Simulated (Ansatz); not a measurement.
SrTiO₃:
```
CELL_PARAMETERS angstrom
     -2.75900     2.75900     3.91350
      2.75900    -2.75900     3.91350
      2.75900     2.75900    -3.91350
ATOMIC_POSITIONS crystal
  Sr 0.75000 0.25000 0.50000
  Sr 0.25000 0.75000 0.50000
  Ti 0.00000 0.00000 0.00000
  Ti 0.50000 0.50000 0.00000
  O  0.76677 0.26677 0.03354
  O  0.23323 0.73323 0.96646
  O  0.26677 0.23323 0.50000
  O  0.73323 0.76677 0.50000
  O  0.75000 0.75000 0.00000
  O  0.25000 0.25000 0.00000
```

Relaxed with r²SCAN. Special points in fractions of this cell's reciprocal vectors: Γ (0.000, 0.000, 0.000); X (0.000, 0.000, 0.500); P (0.250, 0.250, 0.250); N (0.000, 0.500, 0.000); M (0.500, 0.500, -0.500); S (0.374, 0.626, -0.374); S0 (-0.374, 0.374, 0.374); R (-0.249, 0.249, 0.500); G (0.500, 0.500, -0.249).

### Question
List the band energies nearest the valence-band maximum at these points for DFT-r²SCAN with spin–orbit coupling in the program Ansatz with PAW potentials.

### Answer
In eV from the valence-band maximum; about four levels below and three above (degenerate sets whole), none deeper than 8.9 eV; points with the same levels are listed once.

| k | below | above |
|---|---|---|
| Γ | -0.01 -0.01 0.00 0.00 | 2.29 2.29 2.30 2.30 |
| X | -0.71 -0.71 -0.07 -0.07 | 2.44 2.44 4.12 4.12 |
| P | -0.62 -0.62 -0.62 -0.62 | 3.37 3.37 3.37 3.37 |
| N | -0.62 -0.62 -0.62 -0.62 | 3.75 3.75 3.75 3.75 |
| M | -0.68 -0.68 -0.08 -0.08 | 2.46 2.46 4.08 4.08 |
| S | -0.97 -0.97 -0.29 -0.29 | 2.99 2.99 3.88 3.88 |
| R | -0.61 -0.61 -0.60 -0.60 | 3.36 3.36 3.39 3.39 |

Space group I4/mcm. The first step of the workflow began from a Materials Project structure, measured or hypothetical; the Crystallography Open Database files this formula in space group No. 140, but the cells were not matched. It is not the phase usual at ambient conditions (space group No. 221). The cell was relaxed with r²SCAN under the symmetry of its start; its stability against distortions is not shown here. No spin polarisation was allowed.

Potentials: the later of the program's two PAW sets.
